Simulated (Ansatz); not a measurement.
Input and command of a calculation in Ansatz (plane waves; scalar-relativistic PAW potentials unless the input names others):

```yaml
crystal:
  lattice:
    - [-1.8553946499, 1.8553946499, 4.1441216854]
    - [1.8553946499, -1.8553946499, 4.1441216854]
    - [1.8553946499, 1.8553946499, -4.1441216854]
  atoms:
    - { symbol: Ti, position: [0.0, 0.0, 0.0] }
    - { symbol: Al, position: [0.5, 0.5, 0.0] }
    - { symbol: Al, position: [0.75, 0.25, 0.5] }
    - { symbol: Al, position: [0.25, 0.75, 0.5] }
kpoints:
  mp_grid: { grid: [16, 16, 16] }
hamiltonian:
  xc: lda
  pseudopotentials: { kind: nc, accuracy: standard }
scf:
  occupations: { method: fermi_dirac, width: 0.15 }
output:
  forces: true
  eigenvalues: true
  stress: true
```

```bash
ansatz run input.yaml --threads 1 --pin off --max-ram 3072MiB --backend cpu --events-out ev --progress --plain --runs-dir out
```

Abridged log:
```
band count auto-derived: 16 (N_el = 21.0; filled up to band 11; 15 by the electrons, moments and atoms)
Pseudopotentials: kind: nc
Pseudopotential: Ti, nc, valence charge 12, recommended cutoff 1142.878222 eV (normal), Ti.nc.azcp (PseudoDojo's, or run here from an input of PseudoDojo's; its table is named by hamiltonian.pseudopotentials.accuracy)
Pseudopotential: Al, nc, valence charge 3, recommended cutoff 598.650497 eV (normal), Al.nc.azcp (PseudoDojo's, or run here from an input of PseudoDojo's; its table is named by hamiltonian.pseudopotentials.accuracy)
Functional definition: SPW92
Crystal: 4 atoms, lattice volume = 57.064 Å³
Basis set: ecut = 1142.878222 eV, 4991 PW (Γ)
Bands: 16, of which v1, the nominal top of the filled ones, is band 11 counted from 1 (10 counted from 0)
Symmetry: 16 space group operations
Space group: I4/mmm (ITA 139), of the structure as read, at distance tolerance 3.8e-5 Å
k-points: 349 of 4096
Initial density: superposition of atomic densities (chi_scale 0.1, normalization cell, long waves kept (reshape's long-wave potential 0.00 eV rms))
Initial wavefunctions: pseudopotential atomic-orbital guess
Functional: x = slater, c = lda
SCF iter   1: F=—  HF=-1809.702478 eV  |F-HF|=—  |Δ(HF+E_count)|=         —  Δρ=3.13e-2  dr2=6.76e-1  ethr=3.10e-3  ⟨swp⟩=6.0  Hψ=31972  notcnv=0
SCF iter   2: F=—  HF=-1809.561276 eV  |F-HF|=—  |Δ(HF+E_count)|=   1.41e-1  Δρ=1.94e-2  dr2=2.39e-1  ethr=3.10e-3  ⟨swp⟩=1.0  Hψ=8385  notcnv=0
SCF iter   3: F=—  HF=-1809.479791 eV  |F-HF|=—  |Δ(HF+E_count)|=   8.15e-2  Δρ=9.47e-3  dr2=6.98e-2  ethr=1.14e-3  ⟨swp⟩=3.0  Hψ=11194  notcnv=0
SCF iter   4: F=—  HF=-1809.467807 eV  |F-HF|=—  |Δ(HF+E_count)|=   1.20e-2  Δρ=2.11e-3  dr2=1.21e-3  ethr=3.32e-4  ⟨swp⟩=2.1  Hψ=6430  notcnv=0
SCF iter   5: F=—  HF=-1809.467461 eV  |F-HF|=—  |Δ(HF+E_count)|=   3.46e-4  Δρ=3.65e-4  dr2=6.74e-5  ethr=5.78e-6  ⟨swp⟩=2.7  Hψ=9540  notcnv=0
SCF iter   6: F=—  HF=-1809.467493 eV  |F-HF|=—  |Δ(HF+E_count)|=   3.21e-5  Δρ=4.10e-5  dr2=7.13e-7  ethr=3.21e-7  ⟨swp⟩=2.5  Hψ=8791  notcnv=0
SCF iter   7: F=-1809.467493 eV  HF=-1809.467493 eV  |F-HF|=8.28e-9  |Δ(HF+E_count)|=   1.41e-7  Δρ=6.18e-6  dr2=1.40e-8  ethr=4.76e-10  ⟨swp⟩=6.6  Hψ=28694  notcnv=0
SCF 1 converged in 7 iterations: F = -1809.467493 eV  dr2 = 1.40e-8
SCF converged after 7 iterations
Free energy (F): -1809.467493 eV
Harris-Foulkes:  -1809.467493 eV  (|F-HF|=8.28e-9)
Internal energy: -1809.343761 eV  (E = F + TS)
E sigma→0 (E₀):  -1809.405627 eV
Entropy (-TS):   -0.123732 eV (-30.933 meV/atom)
Fermi energy:    10.552195 eV
--- Forces (eV/Å), atoms counted from 1 ---
  atom   1  Ti     0.00000000     0.00000000     0.00000000
  atom   2  Al     0.00000000     0.00000000     0.00000000
  atom   3  Al     0.00000000     0.00000000     0.00000000
  atom   4  Al     0.00000000     0.00000000     0.00000000
--- Stress (GPa, compression-positive) ---
        7.436877       0.000000       0.000000
        0.000000       7.436877       0.000000
        0.000000       0.000000       7.510936
  P = ⅓ Tr σ = 7.4616 GPa (74.616 kbar)
```

Apart from outputs, empty bands and the relaxation, which only the reference makes, the input differs from a reference run on usual settings in hamiltonian.pseudopotentials: not typed → {"kind": "nc", "accuracy": "standard"}; basis.ecutwfc: 420 → not typed. The reference, at the same geometry, ended its own course with pressure 8.00 GPa, largest force 0.000 eV/Å, no gap on the mesh. This run converged in 7 SCF iterations with a total energy on another zero, pressure 7.46 GPa, largest force 0.000 eV/Å, no gap on the mesh.

Time: 3.2 min on 1 thread of Intel(R) Xeon(R) Processor @ 2.50GHz (Skylake/Cascade Lake), on a shared host, peak memory 1.1 GiB.